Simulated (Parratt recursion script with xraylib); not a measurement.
## X-ray reflectivity of Y on Si at several surface roughnesses

| layer, from the top | thickness (Å) | density (g/cm³) | rms roughness of its top face (Å) | δ (10⁻⁶) | β (10⁻⁶) |
|---|---|---|---|---|---|
| Y | 150 | 4.371 | varied | 12.21 | 0.6632 |
| Si (substrate) | – | 2.313 | 2.6 | 7.525 | 0.1803 |

The refractive index is n = 1 − δ + iβ. Vacuum lies above.

Densities are inputs, not measurements. They were set from computed cells of the Materials Project: Y from entry mp-112 (P6₃/mmc, 4.371 g/cm³); Si from entry mp-149 (Fd-3m, 2.313 g/cm³). A layer's crystal structure does not enter its constants, only its composition and density.

Simulated, not measured: specular X-ray reflectivity, Parratt recursion, Névot-Croce roughness, xraylib tables (Parratt recursion script with xraylib 4.3.0).

Photon energy 8.048 keV (λ = 1.5406 Å), s polarisation. The grazing angle θ is scanned from 0.05° to 2.5° in 900 evenly spaced points, and the curve is smoothed with a Gaussian of 0.004° full width. A maximum is a scan point above both neighbours; its place and height come from a parabola through R at the three points.

The table follows two fringe maxima, those next to orders 3.5 and 4.5 of m = (2d/λ)(sin²θ − 2δ)^½, through runs that differ in the roughness σ₁ of the film surface alone.

```
σ₁ (Å)  θ of the first (°)      R there  θ of the second (°)      R there
------  ------------------  -----------  -------------------  -----------
3.4                  1.049  5.22 × 10⁻⁴                1.338  1.68 × 10⁻⁴
4                    1.048  4.87 × 10⁻⁴                1.338  1.50 × 10⁻⁴
10                   1.046            ?                1.333            ?
```

**Question.** Estimate the two heights for σ₁ = 10 Å.

**Answer.** At a maximum the amplitudes from the film's two faces add: R ≈ (|r₁|g₁ + |r₂|g₂A)². Here q₀ = 4π sin θ/λ, qⱼ = (q₀² − 32π²δⱼ/λ²)^½ (1 film, 2 substrate), |r₁| = |q₀² − q₁²|/(q₀ + q₁)², |r₂| = |q₁² − q₂²|/(q₁ + q₂)² with the numerators taken from the constants, g₁ = exp(−q₀q₁σ₁²/2), g₂ = exp(−q₁q₂σ₂²/2), and A = exp(−16π²β₁d/(λ²q₁)) for absorption in the film.

Check on a shown row, σ₁ = 4 Å, second maximum: q₀ = 0.1905, q₁ = 0.1862, q₂ = 0.1879 Å⁻¹; |r₁| = 0.0114, |r₂| = 0.00445; g₁ = 0.753, g₂ = 0.888, A = 0.965; R ≈ 1.54 × 10⁻⁴ against 1.50 × 10⁻⁴ in the table.

- σ₁ = 10 Å, first maximum: q₀ = 0.1489, q₁ = 0.1433, q₂ = 0.1455 Å⁻¹; |r₁| = 0.0190, |r₂| = 0.00747; g₁ = 0.344, g₂ = 0.932, A = 0.955; R ≈ 1.74 × 10⁻⁴.
- σ₁ = 10 Å, second maximum: q₀ = 0.1898, q₁ = 0.1855, q₂ = 0.1871 Å⁻¹; |r₁| = 0.0115, |r₂| = 0.00449; g₁ = 0.172, g₂ = 0.889, A = 0.965; R ≈ 3.40 × 10⁻⁵.

The run gave 1.63 × 10⁻⁴ and 3.24 × 10⁻⁵; the estimates are 1.07 and 1.05 times these.
